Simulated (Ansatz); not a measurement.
BaO (rock salt, Fm-3m) under volume change, plane-wave PAW LDA (Ansatz code), scaled uniformly.

| V (Å³/atom) | E − E(relaxed) (meV/atom) | P (GPa) |
|---|---|---|
| 18.252 | (withheld) | (withheld) |
| 18.854 | 21.6 | 6.11 |
| 19.455 | 5.1 | 2.80 |
| 20.057 | 0.0 | 0.00 |
| 20.659 | 4.5 | -2.38 |
| 21.260 | 17.4 | -4.38 |
| 21.862 | (withheld) | (withheld) |

Some entries are withheld; supply them.


- 18.252, E − E(relaxed) (meV/atom): 51.9
- 18.252, P (GPa): 10.04
- 21.862, E − E(relaxed) (meV/atom): 37.1
- 21.862, P (GPa): -6.08

What does a third-order Birch–Murnaghan fit give for V₀, B₀ and B′?

V₀ = 20.06 Å³/atom, B₀ = 85.8 GPa, B′ = 4.6.

The LDA relaxation kept the symmetry of its start; phonons on a q-mesh show no instability. Scalar-relativistic: spin–orbit coupling is off unless named, which matters more the heavier the elements.

Potentials: the later of the program's two PAW sets.
